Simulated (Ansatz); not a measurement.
BaTaO$_{3}$ (cubic perovskite, Pm-3m), r²SCAN (plane waves, PAW; program Ansatz), all energies at zero smearing, with the estimated change up to a 700 eV cutoff added, with one set of potentials and settings (totals compare only within such a set). Cell of 5 atoms (1 Ta, 1 Ba, 3 O): -17623.473 eV.

| element | reference phase | E (eV/atom) |
|---|---|---|
| Ta | Im-3m, 1 atoms in the cell | -9945.1755 |
| Ba | Im-3m, 1 atoms in the cell | -5964.5974 |
| O | C2/m, 4 atoms in the cell, spin-polarised | -566.0346 |

Formation energy per atom, worked out: (-17623.473 − 1×(-9945.1755) − 1×(-5964.5974) − 3×(-566.0346))/5 = -3.119 eV/atom (-301 kJ per mol of atoms), at 0 K, without zero-point energy or fitted corrections.

The start of the workflow was typed in or built on a structure type; the Crystallography Open Database copy checked does not list it. Whether it is the stable phase at ambient conditions was not checked. The r²SCAN relaxation kept the symmetry of its start; whether a distortion lowers the energy is not shown. The run is not spin-polarised. The volume moved by -17 % from the start of the relaxation. The references are the lowest solids computed at this level, not always the standard phases (solids in place of the gases). Spin–orbit coupling is left out wherever it is not named.

Potentials: the earlier of the program's two PAW sets.
